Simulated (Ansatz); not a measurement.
**Ba (bcc)**

Computed with Ansatz (plane waves, PAW, 420 eV cutoff): PBE, scalar-relativistic, no spin polarisation, Γ-centred 12×12×12 mesh, 0.05 eV Gaussian smearing; PAW files: Ansatz's generated set soft_2.

Space group Im-3m (No. 229). a = 5.020 Å, b = 5.020 Å, c = 5.020 Å, α = 90.00°, β = 90.00°, γ = 90.00°
| atom | site | symmetry | x | y | z |
| --- | --- | --- | --- | --- | --- |
| Ba | 2a | m-3m | 0.0000 | 0.0000 | 0.0000 |

Cell and atoms are those of this level's equilibrium.

The run used a cell of 1 atoms; the mesh refers to it.

```yaml
Volume: 63.25 Å³/atom
```

**Question.** Fill in the band gap (PBE).

**Answer.** zero (metallic).

**The experiment.** The Crystallography Open Database holds a measured cell of cubic Ba (space group Im-3m) at 5 K (1963): a = 5.000 Å, 62.50 Å³/atom.

**Comparison.** The computed cell (5.020 Å, 63.25 Å³/atom) differs from the database's by +1.2 % in volume, about +0.4 % in length. PBE usually overestimates volumes by a few per cent.

Spin–orbit coupling, which matters for such heavy elements, is left out.
